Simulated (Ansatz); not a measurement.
K2LiRhF6:
```cif
data_F6K2LiRh
_chemical_formula_sum 'K2 Li1 Rh1 F6'
_space_group_name_H-M_alt 'P 1'
_space_group_IT_number 1
_cell_length_a 5.67096
_cell_length_b 5.67096
_cell_length_c 5.67096
_cell_angle_alpha 60.000
_cell_angle_beta 60.000
_cell_angle_gamma 60.000
loop_
_space_group_symop_operation_xyz
  'x, y, z'
loop_
_atom_site_label
_atom_site_type_symbol
_atom_site_fract_x
_atom_site_fract_y
_atom_site_fract_z
_atom_site_occupancy
K1 K 0.75000 0.75000 0.75000 1
K2 K 0.25000 0.25000 0.25000 1
Li1 Li 0.50000 0.50000 0.50000 1
Rh1 Rh 0.00000 0.00000 0.00000 1
F1 F 0.75268 0.24732 0.24732 1
F2 F 0.24732 0.75268 0.75268 1
F3 F 0.24732 0.75268 0.24732 1
F4 F 0.75268 0.24732 0.75268 1
F5 F 0.24732 0.24732 0.75268 1
F6 F 0.75268 0.75268 0.24732 1
```

Relaxed with r²SCAN. DFT-r²SCAN in the program Ansatz with PAW potentials gives a gap of 2.56 eV.

**Question.** What gap does HSE06 give on the same cell (Ansatz, PAW)?

**Answer.** 4.45 eV, 1.89 eV more. The hybrid was solved on a coarser mesh and at special points; its gap is the smallest among all of these.

| k | v1 r²SCAN | c1 r²SCAN | v1 HSE06 | c1 HSE06 |
|---|---|---|---|---|
| Γ | -0.28 | 3.06 | … | … |
| X | 0.00 | 2.56 | 0.00 | 4.45 |
| L | -0.14 | 2.82 | … | … |
| W | 0.00 | 2.69 | … | … |
| K | -0.03 | 2.66 | … | … |

**Question.** Top valence (v1) and lowest conduction level (c1) in eV from each method's valence maximum (which need not be a listed point): supply the withheld HSE06 values.

**Answer.** 
- L, v1 HSE06: -0.15
- L, c1 HSE06: 4.73
- Γ, v1 HSE06: -0.31
- Γ, c1 HSE06: 4.99
- K, v1 HSE06: -0.04
- K, c1 HSE06: 4.56
- W, v1 HSE06: 0.00
- W, c1 HSE06: 4.59

Cost on shared cores: the r²SCAN run (SCF on a 6×6×6 mesh, then bands and DOS) about 2.2 core-minutes (a rough figure), the HSE06 run (SCF on 4×4×4, then a few points) about 6 core-minutes (a rough figure); the tasks are unlike.

Space group Fm-3m. The workflow started from a Materials Project entry (that database holds measured and hypothetical structures alike); the Crystallography Open Database copy checked does not list it. Whether it is the stable phase at ambient conditions was not checked. The cell was relaxed with r²SCAN under the symmetry of its start; its stability against distortions is not shown here. No spin polarisation was allowed. Spin–orbit coupling is left out wherever it is not named.

Potentials: the later of the program's two PAW sets.
